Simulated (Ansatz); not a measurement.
Start of a relaxation of K₃Hf₂Ga:

```cif
data_structure
_symmetry_space_group_name_H-M 'R-3m:H'
_symmetry_Int_Tables_number 166
_cell_length_a 6.3652
_cell_length_b 6.3652
_cell_length_c 13.4554
_cell_angle_alpha 90.000
_cell_angle_beta 90.000
_cell_angle_gamma 120.000
_cell_volume 472.11
loop_
_atom_site_label
_atom_site_type_symbol
_atom_site_symmetry_multiplicity
_atom_site_Wyckoff_symbol
_atom_site_fract_x
_atom_site_fract_y
_atom_site_fract_z
_atom_site_occupancy
K1 K 9 e 0.50000 0.50000 0.00000 1
Hf1 Hf 6 c 0.33333 0.66667 0.53789 1
Ga1 Ga 3 b 0.33333 0.66667 0.16667 1
```

Theory: Ansatz, DFT PBE, scalar-relativistic, plane waves, PAW. Cutoff 420 eV, Gaussian smearing, Γ-centred meshes. Cell and atoms relax first on a coarse mesh and then on a finer one. In between, the cell is made exact in the group found at 0.06 Å. In metals the finer mesh still leaves noise of several meV/atom or more. The steps can't lower the symmetry of their start. No spin polarisation.

A guess keeps its type if space group and coordination stay and the shape of the cell changes little (axis ratios within about 15 %, angles within 6°); the volume may change.

**Question.** Does this structure survive the relaxation?

**Answer.** It doesn't keep its type. The symmetry stays R-3m (No. 166). The volume per atom grows by 11.0 %, from 26.2 to 29.1 Å³. The shortest distance goes from 2.90 Å (K–Ga) to 2.82 Å (K–K). The ratio c/a of the conventional cell changes by a factor of 1.60. Counting neighbours within 15 % of an atom's shortest distance, the start has Ga 6, Hf 13, K 8 and the end Ga 12, Hf 6, K 4. In detail, at the end K has 4 K at 2.82 Å, 2 Ga at 3.57 Å, 2 Hf at 3.80 Å and 4 Hf at 4.06 Å; Hf has 3 Ga at 3.26 Å, 3 Hf at 3.29 Å, 3 K at 3.80 Å and 6 K at 4.06 Å; around Ga lie 6 Hf at 3.26 Å and 6 K at 3.57 Å.

```
K Hf Ga
1.0
     2.81650    1.62611    6.35573
    -2.81650    1.62611    6.35573
     0.00000   -3.25221    6.35573
K Hf Ga
3 2 1
Direct
  0.50000 0.00000 0.50000
  0.50000 0.50000 0.00000
  0.00000 0.50000 0.50000
  0.84694 0.84694 0.84694
  0.15306 0.15306 0.15306
  0.50000 0.50000 0.50000
```

The last run used a 12×12×12 mesh for its 6-atom cell and Gaussian smearing of 0.10 eV. These runs have no spin–orbit coupling, which can matter for Hf. The cell is a metal run without spin; a magnetic state may lie lower. Symmetry constrained the relaxation, so the result can be a saddle point.
